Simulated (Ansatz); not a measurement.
Values for one crystal, relaxed and computed with the program Ansatz at the r²SCAN level (PAW); other levels are named.

```yaml
volume_per_atom: 13.03 Å³
electronic_character: metallic (no gap)
Bulk modulus (Birch–Murnaghan fit): 89.2 GPa
Density of states at the Fermi level: 0.32 states/eV per atom (mean over ±0.08 eV)
Pressure derivative B′: 5.2
Formation energy from the elements (no fitted shifts): -2.00 eV/atom
```

Which compound is it?
A. CuO, I4/mmm (Cu on 2a, O on 2b)
B. CdInNO, P3m1 (In on 1b, Cd on 1c, O on 1b, N on 1c)
C. ScGeO3, P4mm (Sc on 1b, Ge on 1a, O on 2c, O on 1b)
D. GePt, CsCl type

C, ScGeO3, P4mm (Sc on 1b, Ge on 1a, O on 2c, O on 1b)

The start of the workflow was typed in or built on a structure type; neither database checked (COD, Materials Project) lists it. Whether it is the stable phase at ambient conditions was not checked. Symmetry was held in the r²SCAN relaxation; whether a distortion lowers the energy is not shown. No spin polarisation was allowed. With an odd number of electrons in the cell and no spin polarisation, the count alone makes it a metal. The references are the lowest solids computed at this level, not always the standard phases (solids in place of the gases). Scalar-relativistic: spin–orbit coupling is off unless named, which matters more the heavier the elements.

Potentials: the earlier of the program's two PAW sets. The files were generated under PBE; for other functionals the program regenerates the frozen cores, and for LDA and PBEsol the local potential too.
